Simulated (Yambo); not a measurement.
Yambo run on NaBaIrH6 (space group F-43m, No. 216). The wavefunctions come from this Quantum ESPRESSO step (PBEsol, PseudoDojo standard norm-conserving files, scalar-relativistic):

```
&CONTROL
  calculation = 'nscf'
  pseudo_dir = './pseudo'
  outdir = './out'
/
&SYSTEM
  ibrav = 0
  nat = 9
  ntyp = 4
  ecutwfc = 88.0
  ecutrho = 352.0
  occupations = 'fixed'
  force_symmorphic = .true.
  nbnd = 174
/
&ELECTRONS
  conv_thr = 9.000000000000001e-09
  diago_full_acc = .true.
  diago_thr_init = 1e-08
/
ATOMIC_SPECIES
H 1.0080 H.upf
Na 22.9898 Na.upf
Ba 137.3270 Ba.upf
Ir 192.2170 Ir.upf
CELL_PARAMETERS angstrom
  0.000000000000   3.922550000000   3.922550000000
  3.922550000000   0.000000000000   3.922550000000
  3.922550000000   3.922550000000   0.000000000000
ATOMIC_POSITIONS crystal
H   0.784970000000   0.215030000000   0.215030000000
H   0.784970000000   0.784970000000   0.215030000000
H   0.215030000000   0.784970000000   0.784970000000
H   0.215030000000   0.215030000000   0.784970000000
H   0.215030000000   0.784970000000   0.215030000000
H   0.784970000000   0.215030000000   0.784970000000
Na   0.750000000000   0.750000000000   0.750000000000
Ba   0.250000000000   0.250000000000   0.250000000000
Ir   0.000000000000   0.000000000000   0.000000000000
K_POINTS automatic
2 2 2 0 0 0
```

Yambo input:

```
rim_cut
gw0
dyson
el_el_corr
HF_and_locXC
ppa
em1d
RandQpts= 1000000
RandGvec= 1 Ry
EXXRLvcs= 88 Ry
VXCRLvcs= 352 Ry
Chimod= "HARTREE"
% BndsRnXp
 6 | 173 |
%
NGsBlkXp= 7 Ry
% LongDrXp
 1.0 | 1.0 | 1.0 |
%
PPAPntXp= 27.2114 eV
% GbndRnge
 1 | 173 |
%
GTermKind= "BG"
DysSolver= "n"
ExtendOut
% QPkrange
 1 | 1 | 21 | 22 |
 2 | 2 | 21 | 22 |
 3 | 3 | 21 | 22 |
%
```

k points by index: 1 = Γ, 2 = L, 3 = X.

Table of the .qp output:

```
#    K-point    Band    Eo [eV]    E [eV]    E-Eo [eV]    Vxc [eV]    Vnlxc [eV]    Sc|Eo [eV]    Sc|E [eV]    dSc/dw|Eo [eV]    Re(Z)    Im(Z)
#
    1    21    0.000000    -0.542120    -0.542120    -18.14971    -22.11625    3.276737    3.424416    -7.410561    0.785955    -0.001577
    1    22    4.404989    5.094556    0.689567    -8.329647    -3.978409    -3.532735    -3.661671    -5.087135    0.842495    -0.001152
    2    21    -0.060781    -0.608413    -0.547631    -18.01348    -21.97145    3.260877    3.410338    -7.424552    0.785637    -0.001585
    2    22    4.810773    5.719868    0.909095    -12.11990    -7.538224    -3.480410    -3.672577    -5.751382    0.825517    -0.001089
    3    21    -0.037697    -0.595421    -0.557723    -17.97854    -21.93734    3.249047    3.401069    -7.415157    0.785850    -0.001579
    3    22    3.073537    3.850640    0.777103    -11.33129    -7.270842    -3.127092    -3.283346    -5.470715    0.832606    -0.001208
```
(The two width columns are left out.) Convergence of these settings isn't established.

Spin-orbit coupling is not included.

Geometry of the Materials Project entry, not relaxed at this level.

The structure is a Materials Project entry; no match was found in the copy of COD used, and its stability was not checked.
